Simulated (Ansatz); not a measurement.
### Question
Name crystals whose computed values (DFT-LDA in the program Ansatz with PAW potentials) fall in these windows: Θ_D (K) 300 to 420; B₀ by P(V) fit (GPa) 170 to 230.

### Answer


```tsv
crystal	Θ_D (K)	B₀ by P(V) fit (GPa)
Cu3Pd, Cu3Au type	360	198
Ti3InN, anti-perovskite	376	180
ScPd3, Cu3Au type	371	186
ZnRh, CsCl type	403	219
AgRhO2, R-3m (Ag on 3a, Rh on 3b, O on 6c)	336	180
```
Others may fit too.

Standing as an ambient phase not checked: Cu3Pd, Cu3Au type; Ti3InN, anti-perovskite; ScPd3, Cu3Au type; ZnRh, CsCl type; AgRhO2, R-3m (Ag on 3a, Rh on 3b, O on 6c). All cells were relaxed under the symmetry of their starts (and spin orders); stability against distortions was not tested throughout. Rows with no word on spin ran without spin polarisation. Scalar-relativistic: spin–orbit coupling is off unless named, which matters more the heavier the elements.

Potentials: the later of the program's two PAW sets.
